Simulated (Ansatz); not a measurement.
Given:

HfO2:
```yaml
crystal:
  lattice:
    - [3.19718, 0.00000, 0.00000]
    - [-1.59859, 2.76884, 0.00000]
    - [0.00000, 0.00000, 4.57383]
  atoms:
    - { symbol: Hf, position: [0.00000, 0.00000, 0.00000] }
    - { symbol: O, position: [0.33333, 0.66667, 0.20871] }
    - { symbol: O, position: [0.66667, 0.33333, 0.79129] }
```

This is the LDA-relaxed structure.

All from plane-wave PAW LDA (Ansatz code), unless another level is named. Estimate the highest zone-centre frequency (without LO–TO term).

563 cm⁻¹.

And the vibrational entropy at 300 K?

21.1 J/(K·mol of atoms).

Give the zero-point energy.

67.6 meV/atom.

Space group P-3m1 (CdI2 type). A made-up cell: these elements were put on the sites of a structure type; neither database checked (COD, Materials Project) lists it. It is not the phase usual at ambient conditions (space group No. 14, 29). Symmetry was held in the LDA relaxation; phonons on a q-mesh show no instability. The run is not spin-polarised. A crystal of weakly bound layers computed without a dispersion correction: the cell and the soft elastic constants depend strongly on that. Spin–orbit coupling is left out wherever it is not named.

Potentials: the earlier of the program's two PAW sets.
